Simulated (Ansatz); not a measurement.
A geometry of Cr away from equilibrium: step 2 of the relaxation of a relaxed Cr cell displaced along its unstable phonon at q = (½, 0, 0) of its primitive reciprocal cell (173i cm⁻¹), largest move 0.15 Å. Level of theory: PBE (plane waves to 420 eV, PAW, scalar-relativistic; Ansatz, a quantum-chemistry and plane-wave program). Γ-centred k-mesh 7×14×14 on the run's cell (coarser than for final values), Fermi–Dirac smearing 0.05 eV.

```xyz
2
Lattice="4.5955 0.0000 0.0000 0.0000 2.3350 0.0000 0.0000 0.0000 2.3445" Properties=species:S:1:pos:R:3:forces:R:3 pbc="T T T" free_energy=-6753.783 pressure_GPa=-0.3
Cr     0.0000     0.0000     0.2981    0.0000    0.0000    0.7798
Cr     2.2978     0.0000    -0.2981    0.0000    0.0000   -0.7798
```

Positions in Å, forces in eV/Å, free energy of the cell in eV (comparable only within this code, potentials and settings). Largest force: 0.78 eV/Å, on Cr1, Cr2 (atoms numbered as listed); the geometry lies 0.11 eV/atom above the end of its relaxation.

No spin polarisation in the result. A magnetic state may lie lower.

The run could not lose the symmetry of its start: the end is stationary, and may be a saddle point rather than a minimum.

The end of the path is a generated cell of Cr: the first start was made by placing the elements on the sites of a structure type, and the end was not matched to a known phase here, so it may be hypothetical. Known forms of Cr include space group No. 229.
